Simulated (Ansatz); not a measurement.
KNbSe₂:
```
CELL_PARAMETERS angstrom
      3.61326     0.00000     0.00000
     -1.80663     3.12917     0.00000
      0.00000     0.00000    16.23255
ATOMIC_POSITIONS crystal
  K  0.00000 0.00000 0.00000
  K  0.00000 0.00000 0.50000
  Se 0.33333 0.66667 0.15009
  Se 0.66667 0.33333 0.65009
  Se 0.33333 0.66667 0.34991
  Se 0.66667 0.33333 0.84991
  Nb 0.00000 0.00000 0.25000
  Nb 0.00000 0.00000 0.75000
```

The program Ansatz at the r²SCAN level (PAW) gives a gap of 0.88 eV without spin–orbit coupling, maximum at Γ, minimum on the K–Γ line, 59 % of the way from K.

What happens when spin–orbit coupling is switched on?

The gap falls by 0.01 eV, to 0.87 eV; maximum at Γ, minimum on the K–Γ line, 59 % of the way from K.

Give the electron effective mass with spin–orbit coupling.

0.51, 0.80, 2.0 mₑ (principal values).

Give the hole effective mass with spin–orbit coupling.

0.41, 0.73, 0.73 mₑ (principal values).

Space group P6_3/mmc. The workflow started from an entry of the Crystallography Open Database (COD). Whether it is the stable phase at ambient conditions was not checked. The cell was relaxed with r²SCAN under the symmetry of its start; whether a distortion lowers the energy is not shown. No spin polarisation was allowed.

Potentials: the later of the program's two PAW sets.
